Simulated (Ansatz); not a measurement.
HfC:
```
HfC
1.0
    0.00000     2.32562     2.32562
    2.32562     0.00000     2.32562
    2.32562     2.32562     0.00000
C Hf
1 1
Direct
  0.00000   0.00000   0.00000
  0.50000   0.50000   0.50000
```

Relaxed with PBE. Special points in fractions of this cell's reciprocal vectors: Γ (0.000, 0.000, 0.000); X (0.500, 0.000, 0.500); U (0.625, 0.250, 0.625); K (0.375, 0.375, 0.750); L (0.500, 0.500, 0.500); W (0.500, 0.250, 0.750).

**Question.** List the band energies nearest the Fermi level at these points for the program Ansatz at the PBE level (PAW).

**Answer.** In eV from the Fermi level; about four levels below and three above (degenerate sets whole), none deeper than 8.9 eV; points with the same levels are listed once.

| k | below | above |
|---|---|---|
| Γ | – | 1.07 1.07 1.07 |
| X | -2.60 -1.77 -0.06 -0.06 | 5.30 6.73 6.73 |
| U | -3.50 -2.73 -1.62 | 1.60 5.78 6.16 |
| L | -8.43 -6.14 -2.99 -2.99 | 5.30 5.30 5.76 |
| W | -2.96 -2.71 -2.71 | 3.68 3.68 6.74 |

Space group Fm-3m (rock salt). The cell was relaxed with PBE under the symmetry of its start; of distortions, only those at the zone centre were tested. The run is not spin-polarised. Spin–orbit coupling is left out wherever it is not named.

Potentials: the later of the program's two PAW sets.
